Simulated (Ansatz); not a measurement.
Input and command of a plane-wave DFT calculation in Ansatz:

```yaml
crystal:
  lattice:
    - [6.1551186199, -5.8e-09, 0.0]
    - [-3.077559315, -5.3304890853, 0.0]
    - [0.0, 0.0, -10.0767692094]
  atoms:
    - { symbol: Si, position: [0.1666666667, 0.3333333333, 0.0621623809] }
    - { symbol: Si, position: [0.6666666667, 0.3333333333, 0.0621623809] }
    - { symbol: Si, position: [0.1666666667, 0.8333333333, 0.0621623809] }
    - { symbol: Si, position: [0.6666666667, 0.8333333333, 0.0621623809] }
    - { symbol: Si, position: [0.8333333333, 0.1666666667, 0.5621623809] }
    - { symbol: Si, position: [0.3333333333, 0.1666666667, 0.5621623809] }
    - { symbol: Si, position: [0.8333333333, 0.6666666667, 0.5621623809] }
    - { symbol: Si, position: [0.3333333333, 0.6666666667, 0.5621623809] }
    - { symbol: Si, position: [0.0, 0.0, 0.3121068174] }
    - { symbol: Si, position: [0.5, 0.0, 0.3121068174] }
    - { symbol: Si, position: [0.0, 0.5, 0.3121068174] }
    - { symbol: Si, position: [0.5, 0.5, 0.3121068174] }
    - { symbol: Si, position: [0.0, 0.5, 0.8121068174] }
    - { symbol: Si, position: [0.5, 0.5, 0.8121068174] }
    - { symbol: Si, position: [0.0, 1.0, 0.8121068174] }
    - { symbol: Si, position: [0.5, 1.0, 0.8121068174] }
    - { symbol: C, position: [0.1666666667, 0.3333333333, 0.2501959953] }
    - { symbol: C, position: [0.6666666667, 0.3333333333, 0.2501959953] }
    - { symbol: C, position: [0.1666666667, 0.8333333333, 0.2501959953] }
    - { symbol: C, position: [0.6666666667, 0.8333333333, 0.2501959953] }
    - { symbol: C, position: [0.8333333333, 0.1666666667, 0.7501959953] }
    - { symbol: C, position: [0.3333333333, 0.1666666667, 0.7501959953] }
    - { symbol: C, position: [0.8333333333, 0.6666666667, 0.7501959953] }
    - { symbol: C, position: [0.3333333333, 0.6666666667, 0.7501959953] }
    - { symbol: C, position: [0.5, 0.0, 0.4995358063] }
    - { symbol: C, position: [0.0, 0.0, 0.4995358063] }
    - { symbol: C, position: [0.5, 0.5, 0.4995358063] }
    - { symbol: C, position: [0.0, 0.5, 0.4995358063] }
    - { symbol: C, position: [0.5, 0.5, 0.9995358063] }
    - { symbol: C, position: [0.0, 0.5, 0.9995358063] }
    - { symbol: C, position: [0.5, 1.0, 0.9995358063] }
    - { symbol: C, position: [0.0, 1.0, 0.9995358063] }
basis:
  ecutwfc: 500
  xc_grid: 3
kpoints:
  mp_grid: { grid: [2, 2, 2], shift: [0.0, 0.0, 0.0] }
hamiltonian:
  xc: r2scan
scf:
  occupations: { method: gaussian, width: 0.01 }
output:
  forces: true
  stress: true
  eigenvalues: true
  write_density: true
  write_potential: true
  elf: true
  volumetric_format: npy
```

```bash
ansatz run input.yaml --threads 8 --pin off --max-ram 20480MiB --backend cpu --events-out ev --progress --plain --runs-dir out
```

Processor: Intel(R) Xeon(R) Platinum 8488C (Sapphire Rapids), 8 threads, on a host shared with other jobs.

Problem. Estimate time, memory and problem size.

Solution. About 3.5 s on 8 threads of Intel(R) Xeon(R) Platinum 8488C (Sapphire Rapids), on a shared host, peak memory 1.4 GiB. It solves 96 bands at 4 k points (the mesh reduced by the symmetry that the task leaves, which can be less than the crystal's) with about 8437 plane waves, in 7 SCF iterations.
